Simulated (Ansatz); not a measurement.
The elements of this relaxed trial crystal are hidden behind letters.

```
lattice vectors (Å)
   4.8392    0.0000    0.0000
   0.0000    4.8392    0.0000
   0.0000    0.0000    4.9895
fractional positions
X 0.0000 0.0000 0.5000
Z 0.0000 0.5000 0.1983
Z 0.5000 0.0000 0.1983
Z 0.0000 0.5000 0.8017
Z 0.5000 0.0000 0.8017
```

Computed with Ansatz 0.2.0, DFT PBE, scalar-relativistic, plane waves, PAW. Plane waves to 420 eV, an 8×8×8 mesh through Γ for the 5-atom cell and 0.10 eV Gaussian smearing; no spin polarisation.

```
Space group                              : P4/mmm (No. 123)
Conventional cell                        : a = 4.839 Å, c = 4.989 Å
Volume per atom                          : 23.37 Å³
Density                                  : 3.42 g/cm³
Formation energy                         : +0.10 eV/atom
Gap on the 8×8×8 mesh of the 5-atom cell : 0 eV (a metal)
```

Energies are uncorrected and count from the elements' standard states at the same level.

Question: X is a d-block element of period 5 and Z is a p-block element of period 3. Which elements are they?

Answer: X = Cd, Z = S, so the formula is CdS4. Density times volume gives a mean mass of 3.42 × 23.37/1.6605 = 48.1 u per atom, and this set has 48.1 u. Among the elements that the hints allow, noble gases aside, only these give it. Around Cd lie 8 S at 2.85 Å; S is surrounded by 1 S at 1.98 Å and 2 Cd at 2.85 Å.

Symmetry constrained the relaxation, so the result can be a saddle point.
